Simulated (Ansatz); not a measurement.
MgSnSe₂:
```xyz
4
Lattice="3.9998 0.0000 0.0000 -1.9999 3.4639 0.0000 0.0000 0.0000 6.8801" Properties=species:S:1:pos:R:3 pbc="T T T"
Se     1.9999     1.1546     4.9435
Sn     0.0000     0.0000     0.0000
Se     0.0000     2.3093     1.9367
Mg     0.0000     0.0000     3.4401
```

Relaxed with PBE+D3(BJ). Special points in fractions of this cell's reciprocal vectors: Γ (0.000, 0.000, 0.000); M (0.500, 0.000, 0.000); K (0.333, 0.333, 0.000); A (0.000, 0.000, 0.500); L (0.500, 0.000, 0.500); H (0.333, 0.333, 0.500).

List the band energies nearest the valence-band maximum at these points for plane-wave PAW PBE+D3(BJ) with spin–orbit coupling (Ansatz code).

In eV from the valence-band maximum; about four levels below and three above (degenerate sets whole), none deeper than 8.9 eV; points with the same levels are listed once.

```tsv
k	below	above
Γ	-1.86 -1.86 -1.72 -1.72	1.09 1.09 2.67 2.67
M	-2.04 -2.04 -1.14 -1.14	0.73 0.73 1.91 1.91
K	-3.82 -3.82 -3.07 -3.07	2.40 2.40 2.56 2.56
A	-1.54 -1.54 0.00 0.00	0.35 0.35 2.34 2.34
L	-2.80 -2.80 -2.36 -2.36	0.18 0.18 2.03 2.03
H	-2.30 -2.30 -1.36 -1.36	0.64 0.64 0.87 0.87
```

Space group P-3m1. A made-up cell: these elements were put on the sites of a structure type; neither database checked (COD, Materials Project) lists it. Whether it is the stable phase at ambient conditions was not checked. The PBE+D3(BJ) relaxation kept the symmetry of its start; of distortions, only those at the zone centre were tested.

Potentials: the later of the program's two PAW sets.
